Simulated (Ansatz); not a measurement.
PbS (rock salt)

```yaml
crystal:
  lattice:
    - [0.00000, 2.98725, 2.98725]
    - [2.98725, 0.00000, 2.98725]
    - [2.98725, 2.98725, 0.00000]
  atoms:
    - { symbol: S, position: [0.00000, 0.00000, 0.00000] }
    - { symbol: Pb, position: [0.50000, 0.50000, 0.50000] }
```

Level of theory: r2SCAN (plane waves to 500 eV, PAW, scalar-relativistic; Ansatz, a program for electronic structure). Harmonic phonons by density-functional perturbation theory on a 10×10×10 k mesh, in cm⁻¹; i marks imaginary ones, q is in fractions of the reciprocal vectors of the cell shown, and the three acoustic modes at Γ are left out. The non-analytic (LO-TO) term is not included, so polar modes at Γ have their transverse values. The program warned that its band solver left a few bands short of their tolerance. PbS was relaxed with its symmetry unable to fall. Spin-orbit coupling is left out, though Pb is heavy.

Problem. Does any mode at Γ, L = (0.5, 0.0, 0.0), X = (0.5, 0.5, 0.0) come out imaginary?

Solution. No imaginary mode at these points (lowest 37 cm⁻¹ at X = (0.5, 0.5, 0.0)); other wave vectors were not tested.

Problem. List the wavenumbers at Γ, L = (0.5, 0.0, 0.0), X = (0.5, 0.5, 0.0), with degeneracies.

Solution. 
```
q                             wavenumbers (cm⁻¹)
-------------------  ---------------------------
Γ                                        40 (×3)
L = (0.5, 0.0, 0.0)  48 (×2), 107, 192 (×2), 236
X = (0.5, 0.5, 0.0)     37 (×2), 44, 77 (×2), 97
```
